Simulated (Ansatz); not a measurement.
CsSnI3:
```cif
data_Cs4I12Sn4
_chemical_formula_sum 'Cs4 I12 Sn4'
_space_group_name_H-M_alt 'P 1'
_space_group_IT_number 1
_cell_length_a 10.12189
_cell_length_b 4.60897
_cell_length_c 17.18386
_cell_angle_alpha 90.000
_cell_angle_beta 90.000
_cell_angle_gamma 90.000
loop_
_space_group_symop_operation_xyz
  'x, y, z'
loop_
_atom_site_label
_atom_site_type_symbol
_atom_site_fract_x
_atom_site_fract_y
_atom_site_fract_z
_atom_site_occupancy
Cs1 Cs 0.91510 0.75000 0.67074 1
Cs2 Cs 0.58490 0.25000 0.17074 1
Cs3 Cs 0.41510 0.75000 0.82926 1
Cs4 Cs 0.08490 0.25000 0.32926 1
I1 I 0.53465 0.75000 0.61708 1
I2 I 0.96535 0.25000 0.11708 1
I3 I 0.03465 0.75000 0.88292 1
I4 I 0.46535 0.25000 0.38292 1
I5 I 0.16008 0.75000 0.50025 1
I6 I 0.33992 0.25000 0.00025 1
I7 I 0.66008 0.75000 0.99975 1
I8 I 0.83992 0.25000 0.49975 1
I9 I 0.20070 0.25000 0.71251 1
I10 I 0.29930 0.75000 0.21251 1
I11 I 0.70070 0.25000 0.78749 1
I12 I 0.79930 0.75000 0.28749 1
Sn1 Sn 0.34233 0.25000 0.56069 1
Sn2 Sn 0.15767 0.75000 0.06069 1
Sn3 Sn 0.84233 0.25000 0.93931 1
Sn4 Sn 0.65767 0.75000 0.43931 1
```

Relaxed with LDA.

Q: Which orbitals make up the states near the band edges in LDA (plane waves, PAW; program Ansatz)?

A: Top 1 eV of the valence band: I 5p 76 %, Sn 5s 20 %. Bottom 1 eV of the conduction band: Sn 5p 66 %, I 5p 20 %, outside the projected shells 8 %. Projections are on Löwdin-orthogonalised atomic valence shells; empty p or d shells of many metals are not among them.

Q: Tabulate the density of states.

A: States/eV per cell of 20 atoms, in 0.25 eV bins, energy from the valence-band maximum.

| E (eV) | total | I 5p | Cs 5p | Sn 5p |
|---|---|---|---|---|
| -7.85 | 35.38 | 1.45 | 33.45 | 0.04 |
| -7.60 | 60.62 | 1.51 | 58.23 | 0.05 |
| -7.35 | 0.00 | 0.00 | 0.00 | 0.00 |
| -7.10 | 0.00 | 0.00 | 0.00 | 0.00 |
| -6.85 | 9.71 | 2.31 | 0.23 | 0.01 |
| -6.60 | 16.23 | 3.81 | 0.35 | 0.02 |
| -6.35 | 6.05 | 1.38 | 0.15 | 0.01 |
| -6.10 | 0.00 | 0.00 | 0.00 | 0.00 |
| -5.85 | 0.00 | 0.00 | 0.00 | 0.00 |
| -5.60 | 0.00 | 0.00 | 0.00 | 0.00 |
| -5.35 | 0.00 | 0.00 | 0.00 | 0.00 |
| -5.10 | 0.00 | 0.00 | 0.00 | 0.00 |
| -4.85 | 0.00 | 0.00 | 0.00 | 0.00 |
| -4.60 | 0.00 | 0.00 | 0.00 | 0.00 |
| -4.35 | 0.00 | 0.00 | 0.00 | 0.00 |
| -4.10 | 0.00 | 0.00 | 0.00 | 0.00 |
| -3.85 | 2.45 | 1.67 | 0.03 | 0.69 |
| -3.60 | 16.82 | 11.70 | 0.18 | 4.50 |
| -3.35 | 12.43 | 8.95 | 0.14 | 2.99 |
| -3.10 | 17.79 | 13.18 | 0.17 | 3.83 |
| -2.85 | 18.42 | 13.93 | 0.17 | 3.61 |
| -2.60 | 19.93 | 15.58 | 0.18 | 3.34 |
| -2.35 | 19.12 | 16.27 | 0.18 | 1.65 |
| -2.10 | 19.61 | 17.67 | 0.25 | 0.80 |
| -1.85 | 29.99 | 28.01 | 0.36 | 0.69 |
| -1.60 | 41.16 | 38.99 | 0.53 | 0.60 |
| -1.35 | 39.31 | 37.65 | 0.33 | 0.49 |
| -1.10 | 18.88 | 18.02 | 0.13 | 0.22 |
| -0.85 | 5.08 | 3.86 | 0.02 | 0.15 |
| -0.60 | 9.71 | 7.30 | 0.02 | 0.25 |
| -0.35 | 11.37 | 8.52 | 0.02 | 0.26 |
| -0.10 | 5.94 | 4.46 | 0.01 | 0.10 |
| 0.15 | 0.00 | 0.00 | 0.00 | 0.00 |
| 0.40 | 0.00 | 0.00 | 0.00 | 0.00 |
| 0.65 | 0.00 | 0.00 | 0.00 | 0.00 |
| 0.90 | 0.00 | 0.00 | 0.00 | 0.00 |
| 1.15 | 0.00 | 0.00 | 0.00 | 0.00 |
| 1.40 | 0.00 | 0.00 | 0.00 | 0.00 |
| 1.65 | 0.00 | 0.00 | 0.00 | 0.00 |
| 1.90 | 1.15 | 0.16 | 0.00 | 0.85 |
| 2.15 | 5.98 | 1.06 | 0.01 | 4.18 |
| 2.40 | 4.69 | 0.89 | 0.01 | 3.19 |
| 2.65 | 15.01 | 3.14 | 0.02 | 9.61 |
| 2.90 | 22.27 | 5.00 | 0.02 | 14.21 |
| 3.15 | 20.52 | 4.83 | 0.02 | 12.26 |
| 3.40 | 18.96 | 4.88 | 0.01 | 11.01 |
| 3.65 | 9.16 | 2.19 | 0.00 | 4.42 |
| 3.90 | 2.88 | 0.16 | 0.00 | 0.18 |
| 4.15 | 2.77 | 0.12 | 0.00 | 0.11 |
| 4.40 | 8.29 | 0.31 | 0.01 | 0.26 |
| 4.65 | 18.15 | 0.56 | 0.01 | 0.55 |
| 4.90 | 16.82 | 0.42 | 0.01 | 0.28 |
| 5.15 | 20.34 | 0.44 | 0.01 | 0.37 |
| 5.40 | 19.47 | 0.43 | 0.01 | 0.32 |
| 5.65 | 22.00 | 0.49 | 0.01 | 0.34 |
| 5.90 | 23.64 | 0.50 | 0.01 | 0.34 |
| 6.15 | 21.67 | 0.53 | 0.01 | 0.30 |
| 6.40 | 24.55 | 0.62 | 0.01 | 0.35 |

Space group Pnma. The cell was relaxed with LDA under the symmetry of its start. Spin–orbit coupling is left out wherever it is not named.

Potentials: the later of the program's two PAW sets.
